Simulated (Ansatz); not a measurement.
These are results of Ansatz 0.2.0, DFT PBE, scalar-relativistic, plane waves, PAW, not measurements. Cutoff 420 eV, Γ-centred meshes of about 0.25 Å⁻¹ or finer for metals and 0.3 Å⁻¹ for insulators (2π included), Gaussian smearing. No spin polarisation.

Temperature and zero-point effects are left out.

Compare these two cells of MgNb2O4, each relaxed at this level.

A.

```xyz
14
Lattice="1.4109 -4.9721 0.0000 1.4109 4.9721 0.0000 0.0000 0.0000 10.5686" Properties=species:S:1:pos:R:3 pbc="T T T"
Mg    1.4109   -0.9249    2.6421
Mg    1.4109    0.9249    7.9264
Nb    1.4109    3.4574    5.9726
Nb    1.4109   -3.4574    4.5959
Nb    1.4109    3.4574    9.8802
Nb    1.4109   -3.4574    0.6883
O     1.4109   -4.3723    2.6421
O     1.4109    4.3723    7.9264
O     1.4109   -2.9773    6.6890
O     1.4109    2.9773    3.8796
O     1.4109    0.0000    5.2843
O     1.4109   -2.9773    9.1639
O     1.4109    2.9773    1.4047
O     1.4109    0.0000    0.0000
```

B.

```xyz
14
Lattice="10.7018 0.0000 0.0000 0.0000 2.9543 0.0000 0.0000 0.0000 5.0165" Properties=species:S:1:pos:R:3 pbc="T T T"
Mg    5.3509    0.0000    0.0000
Mg    0.0000    0.0000    0.0000
Nb    2.6755    1.4772    0.8276
Nb    2.6755    0.0000    3.2944
Nb    8.0264    0.0000    1.7222
Nb    8.0264    1.4772    4.1890
O     3.9681    0.0000    1.5966
O     1.3828    0.0000    1.5966
O     1.3122    1.4772    4.2082
O     4.0388    1.4772    4.2082
O     6.6631    1.4772    0.8083
O     9.3897    1.4772    0.8083
O     6.7337    0.0000    3.4200
O     9.3190    0.0000    3.4200
```

Question: Which would you expect to be lower, and how large is the difference?

Answer: B is lower, by 150 meV/atom. A has space group Cmcm (No. 63), 10.6 Å³/atom and no gap on its mesh; B has space group Pmma (No. 51), 11.3 Å³/atom and a gap of 1.23 eV. Counting O atoms around Mg and Nb (those within 1.25 times the shortest such distance or 1.15 times the sum of covalent radii), A and B both have Mg 6, Nb 6. The lower one is the more open, so pressure narrows the difference. Both come from trial cells of a structure search.

Kohn–Sham gaps at this level usually fall short of measured ones. The zero gap of Cmcm may come from the functional, which often closes small gaps, or the cell may be a true semimetal. With atoms moved at random, B came back. A had no clear such test and can be a saddle point.
